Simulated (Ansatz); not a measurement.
MgO:
```
MgO
1.0
    2.62341     0.00000     0.00000
    0.00000     2.62341     0.00000
    0.00000     0.00000     2.62341
Mg O
1 1
Cartesian
  0.00000   0.00000   0.00000
  1.31170   1.31170   1.31170
```

Relaxed with r²SCAN.

Question: Give the Bader charges and basin volumes of the independent atoms, r²SCAN in the plane-wave PAW code Ansatz.

Answer: 

| atom | Bader charge (e) | Bader volume (Å³) |
|---|---|---|
| Mg1 | +1.73 | 4.7 |
| O2 | -1.73 | 13.3 |

Space group Pm-3m (CsCl type). This is a known high-pressure phase of the composition, computed here at zero pressure and temperature. The r²SCAN relaxation kept the symmetry of its start. At this level the phase is mechanically unstable.

Potentials: the later of the program's two PAW sets.
